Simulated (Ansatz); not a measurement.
**Electric field gradients in LiAuO$_{4}$**

The calculation used DFT PBEsol, scalar-relativistic, plane waves, PAW (Ansatz). Settings: 420 eV plane-wave cutoff, Γ-centred 10×10×8 mesh, Fermi-Dirac smearing of 0.15 eV. No spin polarisation.

The cell, relaxed at this level:
```xyz
6
Lattice="3.4342 0.0000 0.0000 0.0000 3.4342 0.0000 0.0000 0.0000 4.9591" Properties=species:S:1:pos:R:3 pbc="T T T"
Li    1.7171    1.7171    2.4795
Au    0.0000    0.0000    0.0000
O     0.0000    1.7171    1.1982
O     1.7171    0.0000    3.7609
O     0.0000    1.7171    3.7609
O     1.7171    0.0000    1.1982
```

The cell was built by swapping an element in a database structure (itself possibly hypothetical) and relaxing; it need not be the stable form of this composition. In a metal these results depend on the k mesh and the smearing. A semilocal functional can close a gap that the real compound has. Spin–orbit coupling is left out, which matters for gradients at heavy nuclei.

Task: Give V_zz (10²¹ V/m²) and the asymmetry η at each distinct site.

Result:
```csv
atom,V_zz,η
Li (atom 1),-0.063,0.00
Au (atom 2),-0.579,0.00
O (atom 3),-14.21,0.87
```